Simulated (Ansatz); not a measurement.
Here is an unrelaxed guess for MgS.

This is a two-dimensional sheet: the third axis spans vacuum and isn't periodic.

```xyz
4
Lattice="3.5723 0.0000 0.0000 0.0000 3.5723 0.0000 0.0000 0.0000 18.0000" Properties=species:S:1:pos:R:3 pbc="T T F"
Mg    0.0000    0.0000    7.1100
Mg    0.0000    0.0000   10.8900
S     1.7861    1.7861    7.1100
S     1.7861    1.7861   10.8900
```

Method: DFT PBE+D3(BJ), scalar-relativistic, plane waves, PAW in Ansatz. Plane waves to 420 eV, a k mesh through Γ of 6×6×1 on the computed 4-atom cell and Gaussian smearing (0.10 eV); no spin polarisation.

The zero of energy is the elements' standard structures at the same level; no fitted shifts are applied.

**Question.** How far from equilibrium is it?

**Answer.** The largest force is 0.15 eV/Å, and the energy is −0.95 eV/atom against the elements. The shortest distance is 2.53 Å.

**Question.** How much does it gain on relaxing, and where does it end?

**Answer.** Relaxing gains about 0.04 eV/atom in 6 ionic steps and ends at −0.991 eV/atom on the finer mesh. The symmetry stays p4/mmm (No. 61). The area per atom shrinks by 4.9 %, from 3.2 to 3.0 Å². The shortest distance goes from 2.53 Å (Mg–S) to 2.46 Å (Mg–S). In-plane cell: a = 3.483 Å, b = 3.483 Å, γ = 90.0°, thickness 4.26 Å between the outermost nuclei. Mg at height 0.00 Å has 4 S at 2.46 Å; S at height 0.01 Å has 4 Mg at 2.46 Å.

The last run used an 8×8×1 mesh for its 4-atom cell and Gaussian smearing of 0.02 eV. The relaxation can't lower the symmetry of the start. A structure relaxed within its symmetry needn't be a true minimum.
